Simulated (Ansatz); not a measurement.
**PIr₂: frozen-core PAW against all-electron methods**

```xyz
3
Lattice="0.0000 2.7675 2.7675 2.7675 0.0000 2.7675 2.7675 2.7675 0.0000" Properties=species:S:1:pos:R:3 pbc="T T T"
P     0.0000    0.0000    0.0000
Ir    1.3838    1.3838    1.3838
Ir    4.1513    4.1513    4.1513
```

Atoms are numbered in the order listed.

Conventional cell: a = 5.535 Å, b = 5.535 Å, c = 5.535 Å, α = 90.00°, β = 90.00°, γ = 90.00°. Around P (atom 1) lie 8 Ir at 2.40 Å. Ir (atom 2) has 4 P at 2.40 Å as nearest neighbours.

The cell comes from COD entry 1011371, which wasn't checked; take it as a given geometry.

Spin polarisation is left out, and whether a magnetic state lies lower isn't shown here.

No spin–orbit coupling, which matters for the heavy atoms here.

All numbers are computed: DFT, LDA, PAW with Ansatz's default frozen-core files, scalar-relativistic (Ansatz 0.2.0); DFT, LDA, all-electron LAPW, scalar-relativistic (Ansatz 0.2.0).

For PAW: a Γ-centred 11×11×11 k mesh, Fermi–Dirac smearing of 0.05 eV, cutoff 420 eV, no spin polarisation; the PAW files were made with PBE, and the program remakes their frozen cores for this functional. LAPW targets a basis error of 1 meV/atom. The Ansatz runs share mesh, smearing and spin set-up. Plane-wave (PAW) pressures include the program's estimate of the Pulay term.

Stress and pressure are positive in compression.

Levels count from the Fermi level.

PAW results:

```csv
quantity,PAW
pressure (GPa),-4.86
highest filled level at Γ (eV),-0.597
lowest empty level at Γ (eV),0.283
highest filled level at X (eV),-0.117
lowest empty level at X (eV),1.404
```

Task: What does full-potential LAPW give for the same quantities?

Result: 
```tsv
quantity	LAPW
pressure (GPa)	-4.79
highest filled level at Γ (eV)	-0.599
lowest empty level at Γ (eV)	0.288
highest filled level at X (eV)	-0.117
lowest empty level at X (eV)	1.403
```
